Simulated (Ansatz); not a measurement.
# AlCo (Pm-3m): lattice vibrations

```xyz
2
Lattice="2.8234 0.0000 0.0000 0.0000 2.8234 0.0000 0.0000 0.0000 2.8234" Properties=species:S:1:pos:R:3 pbc="T T T"
Al    0.0000    0.0000    0.0000
Co    1.4117    1.4117    1.4117
```

Conventional cell: a = 2.823 Å, b = 2.823 Å, c = 2.823 Å, α = 90.00°, β = 90.00°, γ = 90.00°. Al (atom 1) has 8 Co at 2.45 Å as nearest neighbours. Around Co (atom 2) lie 8 Al at 2.45 Å.

Level of theory, where no other is named: PBEsol, all-electron LAPW in Ansatz 0.2.0, scalar-relativistic. k mesh 12×12×12, Fermi-Dirac smearing of 0.100 eV, basis error target 1 meV/atom. The cell was relaxed by PAW under this functional. This phase needn't be the one found at ambient conditions.

Atoms are displaced by 0.01 Å in the smallest supercells that hold the wave vectors of a 2×2×2 mesh. Negative values stand for unstable modes.

(1) What are the phonon energies at the solved wave vectors, in meV?

(2) Is the structure dynamically stable at these wave vectors?

(3) How do the optical zone-centre modes decompose, and which are active?

(4) How well do frozen-core PAW files reproduce these all-electron values?

(5) The cell is scaled evenly to 22.170 and 22.845 Å³ (from 22.508), with free atoms relaxed and the shape held. What are the mode Grüneisen parameters γ = −d ln ω/d ln V?

Answers

(1) 

| q | point | modes (meV) |
| --- | --- | --- |
| 0.000 0.000 0.000 | Gamma | 42.06 (×3) |
| 0.500 0.000 0.000 | X | 26.24 (×2), 31.94, 36.67 (×2), 51.66 |
| 0.500 0.500 0.000 | M | 23.53 (×2), 29.79, 35.60, 49.23 (×2) |
| 0.500 0.500 0.500 | R | 30.84 (×3), 46.05 (×3) |

(2) Yes, no mode is unstable there; wave vectors off this mesh aren't tested.

(3) Point group m-3m: Γ_opt = T1u.

```tsv
label	meV	activity	mostly
T1u	42.06	IR	Al (69 %)
```

In a metal the activity is that of symmetry alone; free carriers screen the infrared modes.

(4) With a cutoff of 420 eV and displacements of 0.0025 Å, the r.m.s. difference over the modes is 0.2 cm⁻¹; the largest difference is 417.3 (PAW) against 416.7 cm⁻¹ (LAPW).

(5) For the highest mode, 426.4 cm⁻¹ in the small cell and 407.1 in the large one give γ ≈ 1.54. From the change of the dynamical matrix on each mode:

| point | cm⁻¹ | γ |
| --- | --- | --- |
| Gamma | 339.2 | 1.78 |
| X | 211.6 | 1.70 |
| X | 257.6 | 1.77 |
| X | 295.8 | 1.55 |
| X | 416.7 | 1.54 |
| M | 189.8 | 1.44 |
| M | 240.3 | 1.49 |
| M | 287.1 | 1.59 |
| M | 397.1 | 1.85 |
| R | 248.8 | 2.07 |
| R | 371.4 | 1.58 |

Weighted by the modes' heat capacities at 300 K, the mean on this mesh is 1.66; it moves with the q mesh, and a coarse one overweights the zone boundary.

Limits of these numbers: responses of metals move with mesh and smearing; the frozen-core PAW files of the compared runs were fitted under PBE, their cores solved anew for this functional.
